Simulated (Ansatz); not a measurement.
The relaxed structure here is a generated cell of SnTe: the first start was made by placing the elements on the sites of a structure type, and the end was not matched to a known phase here, so it may be hypothetical. Known forms of SnTe include space group No. 225.

A relaxed structure of SnTe. Space group P6₃mc (No. 186). All values below come from PBE (plane waves to 420 eV, PAW, scalar-relativistic; Ansatz, a quantum-chemistry and plane-wave program).

Space group P6₃mc (No. 186); a = 5.441 Å, b = 5.441 Å, c = 18.693 Å, α = 90.00°, β = 90.00°, γ = 120.00°

```csv
atom,site,symmetry,x,y,z
Sn,2a,3m.,0.0000,0.0000,0.0179
Sn,2b,3m.,0.3333,0.6667,0.3457
Sn,2b,3m.,0.6667,0.3333,0.1882
Te,2a,3m.,0.0000,0.0000,0.3569
Te,2b,3m.,0.3333,0.6667,0.1857
Te,2b,3m.,0.6667,0.3333,0.0293
```

| Property | Value |
|---|---|
| Volume per atom | 39.94 Å³ |
| Band gap | 0.85 eV, indirect (valence top at K, conduction bottom at k = (0, 0.1667, 0)) (no spin-orbit coupling) |
| Smallest direct gap | 1.23 eV at K |
| Shortest distances | Sn–Te 2.97 Å |
| k-mesh | 6×6×2 |

Band energies at high-symmetry points (eV from the VBM; labels of this space group; no spin-orbit coupling), from −5 eV up to 3.5 eV:

| point | energies |
|---|---|
| Γ | -3.81 -2.98 -2.98 -2.81 -2.81 -2.73 -2.71 -2.71 -2.36 -2.29 -2.29 -2.12 -2.12 -1.82 -1.82 -1.29 -1.20 -0.54 0.96 0.96 1.24 1.24 1.40 1.40 1.48 1.48 1.83 1.97 1.97 2.01 2.13 2.13 2.35 2.92 |
| M | -3.69 -3.40 -3.33 -3.21 -3.08 -2.69 -2.58 -2.50 -2.07 -2.06 -1.99 -1.90 -1.65 -1.38 -1.33 -0.78 -0.71 -0.10 1.51 1.68 1.98 2.14 2.19 2.31 2.56 2.86 2.89 3.06 3.10 3.13 3.31 |
| K | -3.88 -3.88 -3.76 -3.42 -3.08 -3.08 -2.73 -2.73 -2.38 -1.81 -1.56 -1.56 -0.25 -0.25 -0.06 -0.06 -0.05 0.00 1.23 1.32 1.32 1.55 1.57 1.57 1.85 1.85 2.14 2.14 3.30 3.30 |
| A | -3.46 -3.46 -2.93 -2.93 -2.93 -2.93 -2.51 -2.51 -2.51 -2.51 -1.93 -1.93 -1.93 -1.93 -1.55 -1.55 -1.00 -1.00 1.05 1.05 1.05 1.05 1.51 1.51 1.51 1.51 2.02 2.02 2.02 2.02 2.07 2.07 2.55 2.55 |
| L | -3.61 -3.61 -3.07 -3.07 -2.98 -2.98 -2.63 -2.63 -2.15 -2.15 -1.94 -1.94 -1.38 -1.38 -0.93 -0.93 -0.56 -0.56 1.53 1.53 2.07 2.07 2.48 2.48 2.86 2.86 2.93 2.93 2.95 2.95 3.51 3.51 |
| H | -3.83 -3.83 -3.61 -3.61 -3.30 -3.30 -2.46 -2.46 -2.08 -2.08 -1.68 -1.68 -0.25 -0.25 -0.06 -0.06 -0.02 -0.02 1.37 1.37 1.42 1.42 1.57 1.57 1.89 1.89 2.11 2.11 3.17 3.17 |

No spin polarisation in the result. Spin-orbit coupling is missing; with elements this heavy it can move band edges by tenths of an eV or more.

The run could not lower the symmetry of its start; a shaken copy of this end point relaxes with PBE to Imm2 (No. 44), 128 meV/atom lower.
